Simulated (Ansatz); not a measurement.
Structure types of Re compared at 140 GPa

Structure types of Re are relaxed in primitive cells with their symmetry kept at 140 GPa, first on PAW files, then by LAPW. The enthalpy is E + pV at zero temperature, without zero-point motion. Only the types listed were tried, and differences under about 5 meV/atom are mesh noise.

Level of theory: DFT with LDA, scalar-relativistic, in Ansatz 0.2.0; Fermi–Dirac smearing of 0.08 eV, no spin polarisation. LAPW: all electrons, basis error target 0.5 meV/atom; PAW: frozen-core files, cutoff 420 eV.

k meshes: fcc 18×18×18, bcc 19×19×19, hcp 17×17×9, simple hexagonal 18×18×17, sc 16×16×16, omega 9×9×13.

Spin–orbit coupling is left out, which matters for the heavy atoms. The PAW files were made under PBE.

Question: Order the types by LAPW enthalpy, lowest first.
A. omega
B. hcp
C. fcc
D. sc
E. bcc
F. simple hexagonal

Answer: B (0 meV/atom), C (108 meV/atom), A (308 meV/atom), E (428 meV/atom), F (1759 meV/atom), D (2606 meV/atom).

```csv
start type,ends as,"a, b, c (Å)",V (Å³/atom),"H − H(lowest), LAPW (meV/atom)","same, PAW"
fcc,"fcc, Fm-3m","3.589, 3.589, 3.589",11.56,107.5,107.5
bcc,"bcc, Im-3m","2.853, 2.853, 2.853",11.61,428.4,427.5
hcp,"hcp, P6_3/mmc","2.546, 2.546, 4.105",11.53,0.0,0.0
simple hexagonal,"simple hexagonal, P6/mmm","2.494, 2.494, 2.246",12.09,1758.6,1761.2
sc,"sc, Pm-3m","2.319, 2.319, 2.319",12.47,2605.6,2608.2
omega,"omega, P6/mmm","4.025, 4.025, 2.485",11.62,308.1,308.3
```

Question: Split the lead of hcp over fcc into energy and pV.

Answer: For fcc less hcp: ΔE = +77.6 meV/atom, and p·ΔV = 140 GPa × +0.0342 Å³ × 6.242 meV/(GPa·Å³) = +29.9 meV/atom, together 107.5 meV/atom. hcp wins on both counts.
